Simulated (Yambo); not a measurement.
Yambo run on SrCd2P2 (space group P-3m1, No. 164). The wavefunctions come from this Quantum ESPRESSO step (LDA, PseudoDojo standard norm-conserving files, scalar-relativistic):

```
&CONTROL
  calculation = 'nscf'
  pseudo_dir = './pseudo'
  outdir = './out'
/
&SYSTEM
  ibrav = 0
  nat = 5
  ntyp = 3
  ecutwfc = 102.0
  ecutrho = 408.0
  occupations = 'fixed'
  force_symmorphic = .true.
  nbnd = 231
/
&ELECTRONS
  conv_thr = 5e-09
  diago_full_acc = .true.
  diago_thr_init = 1e-08
/
ATOMIC_SPECIES
P 30.9738 P.upf
Sr 87.6200 Sr.upf
Cd 112.4140 Cd.upf
CELL_PARAMETERS angstrom
  4.359519970000   0.000000000000   0.000000000000
 -2.179759985000   3.775455043000   0.000000000000
  0.000000000000   0.000000000000   7.311530000000
ATOMIC_POSITIONS crystal
P   0.666666667000   0.333333333000   0.745670000000
P   0.333333333000   0.666666667000   0.254330000000
Sr   0.000000000000   0.000000000000   0.000000000000
Cd   0.333333333000   0.666666667000   0.634870000000
Cd   0.666666667000   0.333333333000   0.365130000000
K_POINTS automatic
3 3 2 0 0 0
```

Yambo input:

```
rim_cut
gw0
dyson
el_el_corr
HF_and_locXC
ppa
em1d
RandQpts= 1000000
RandGvec= 1 Ry
EXXRLvcs= 102 Ry
VXCRLvcs= 408 Ry
Chimod= "HARTREE"
% BndsRnXp
 9 | 230 |
%
NGsBlkXp= 8 Ry
% LongDrXp
 1.0 | 1.0 | 1.0 |
%
PPAPntXp= 27.2114 eV
% GbndRnge
 1 | 230 |
%
GTermKind= "BG"
DysSolver= "n"
ExtendOut
% QPkrange
 1 | 1 | 30 | 31 |
 2 | 2 | 30 | 31 |
%
```

k points by index: 1 = Γ, 2 = A.

The o-*.qp file then holds:

```
#    K-point    Band    Eo [eV]    E [eV]    E-Eo [eV]    Vxc [eV]    Vnlxc [eV]    Sc|Eo [eV]    Sc|E [eV]    dSc/dw|Eo [eV]    Re(Z)    Im(Z)
#
    1    30    0.000000    -0.569749    -0.569749    -13.09565    -15.01483    1.186914    1.349430    -7.760678    0.778086    -0.001473
    1    31    0.543906    0.741657    0.197752    -10.80459    -6.588051    -3.967487    -4.018785    -7.054913    0.794113    -0.001409
    2    30    -0.599833    -1.151450    -0.551618    -12.89610    -15.03781    1.433056    1.590091    -7.745270    0.778429    -0.001509
    2    31    0.726826    1.191191    0.464366    -11.91948    -7.346347    -3.990168    -4.108764    -6.947889    0.796601    -0.001400
```
(The two width columns are left out.) Convergence of these settings isn't established.

Spin-orbit coupling is not included.

Geometry of the Materials Project entry, not relaxed at this level.

The structure is a Materials Project entry; no match was found in the copy of COD used, and its stability was not checked.
